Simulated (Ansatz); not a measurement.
## Structure relaxation, TaAs

The start is a generated trial cell of TaAs in the AFLOW prototype AB_tP2_123_a_d (L1_0, as in CuAu). The structure is fully relaxed (lattice and positions, P = 0) with PBEsol (plane waves to 420 eV, PAW, scalar-relativistic; Ansatz, an electronic-structure program). First-step values are on the input's coarse k-mesh.

Ansatz input (later rounds restart from its end on a renewed k-mesh):
Ansatz 0.2 input:
```yaml
crystal:
  lattice:
    - [3.0580973, 0, 0]
    - [0, 3.0580973, 0]
    - [0, 0, 4.0082918]
  atoms:
    - { symbol: As, position: [0.5, 0.5, 0.5] }
    - { symbol: Ta, position: [0, 0, 0] }
basis: { ecutwfc: 420, ecutrho_ratio: 4, xc_grid: 2, fft_grid_basis: typed }
kpoints: { mp_grid: { grid: [8, 8, 6] } }
hamiltonian:
  xc: pbesol
  dispersion: none
  pseudopotentials: { azcp: { folder: ./paw }, kind: paw }
scf: { occupations: { method: fermi_dirac, width: 0.05 } }
relax: { f_tol: 0.01, max_steps: 100, cell: { stress_tol: 0.02 } }
output: { forces: true, stress: true }
```

### Question
How large is the pressure on the unrelaxed cell, and of which sign?

### Answer
-16 GPa (negative: the cell is under tension).

### Question
Does the structure survive the relaxation? Give the final space group.

### Answer
The space group goes from P4/mmm (No. 123) to Pm-3m (No. 221); the end is CsCl type, with 2 atoms in the primitive cell.

### Question
By how much does the energy per atom fall from start to end?

### Answer
0.60 eV/atom.

### Question
What band gap does the relaxed structure have at this level?

### Answer
No gap (metallic).

### Question
Write out the relaxed structure.

### Answer

Space group Pm-3m (No. 221); a = 3.178 Å, b = 3.178 Å, c = 3.178 Å, α = 90.00°, β = 90.00°, γ = 90.00°

```tsv
atom	site	symmetry	x	y	z
As	1b	m-3m	0.5000	0.5000	0.5000
Ta	1a	m-3m	0.0000	0.0000	0.0000
```

Final values are on a 15×15×15 k-mesh of the relaxed cell. No spin polarisation in the result.

The run could not lose the symmetry of its start, so the end can be a saddle point.

All atoms sit on sites fixed by symmetry, so only the cell could relax.

The relaxed structure here is a generated cell of TaAs: the first start was made by placing the elements on the sites of a structure type, and the end was not matched to a known phase here, so it may be hypothetical. Known forms of TaAs include space group No. 109.
